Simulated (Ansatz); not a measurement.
Computed with Ansatz, DFT PBE, scalar-relativistic, plane waves, PAW. All cells share a 420 eV cutoff and Γ-centred k meshes spaced at most about 0.3 Å⁻¹ (about 0.25 or finer for metals, 2π included). No spin polarisation in the final relaxations.

These are static total energies at zero pressure. All come from trial cells, and lower structures may exist.

Question: Which of these relaxed structures of Si₄Te is the lowest in energy?
A.

```
Si Te
1.0
     4.81402    0.00000    0.00000
    -2.40701    4.16907    0.00000
     0.00000    0.00000    4.95867
Si Te
4 1
Cartesian
  0.0000 2.7794 2.4793
  2.4070 1.3897 2.4793
  0.0000 2.7794 0.0000
  2.4070 1.3897 0.0000
  0.0000 0.0000 2.4793
```

B.

```
Si Te
1.0
     0.00000    3.29029    4.58474
     3.07288    0.00000    4.58474
     3.07288    3.29029    0.00000
Si Te
4 1
Direct
  0.75000 0.75000 0.75000
  0.36971 0.36971 0.63029
  0.63029 0.63029 0.36971
  0.25000 0.25000 0.25000
  0.00000 0.00000 0.00000
```

Answer: B. It has space group Fmmm (No. 69); the next, A, with space group P6/mmm (No. 191), lies 234 meV/atom higher. Counting Si atoms around Te (those within 1.25 times the shortest such distance or 1.15 times the sum of covalent radii; the shortest distance is added where it is long for a bond), the lowest has Te 18 from 3.2 Å and the next has Te 6. The lowest holds Si–Si bonds in all directions (shortest 2.39 Å); the next holds Si–Si chains (shortest 2.48 Å). Even the lowest lies +0.32 eV/atom against the elements.

These runs have no spin–orbit coupling, which can matter for Te. Cells relaxed within their symmetry can be saddle points. The Fmmm cell of Si4Te came from shaking the P6/mmm one. Some types were kept out of the candidates beforehand, so the set may lack a known form.
